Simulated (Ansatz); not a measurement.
CdTe (CsCl type, Pm-3m) at seven volumes, r²SCAN in the plane-wave PAW code Ansatz, scaled uniformly. One row is withheld.

```tsv
V (Å³/atom)	P (GPa)
24.352	5.96
25.155	3.60
25.958	1.63
26.761	0.00
27.564	?
28.366	-2.49
29.169	-3.44
```

Question: Fit the shown pressures and predict the withheld one.

Answer: P = (3/2)B₀(x^(7/2) − x^(5/2))[1 + (3/4)(B′ − 4)(x − 1)] with x = (V₀/V)^(2/3). Least squares on the six rows gives V₀ = 26.760 Å³/atom, B₀ = 49.7 GPa, B′ = 5.10. At V = 27.564, x = 0.9805 and P = -1.36 GPa. The run itself gave -1.36 GPa.

The start of the workflow was typed in or built on a structure type; neither database checked (COD, Materials Project) lists it. It is not the phase usual at ambient conditions (space group No. 216). Symmetry was held in the r²SCAN relaxation. At this level the phase is mechanically unstable. The volume moved by 17 % from the start of the relaxation. Scalar-relativistic: spin–orbit coupling is off unless named, which matters more the heavier the elements.

Potentials: the later of the program's two PAW sets.
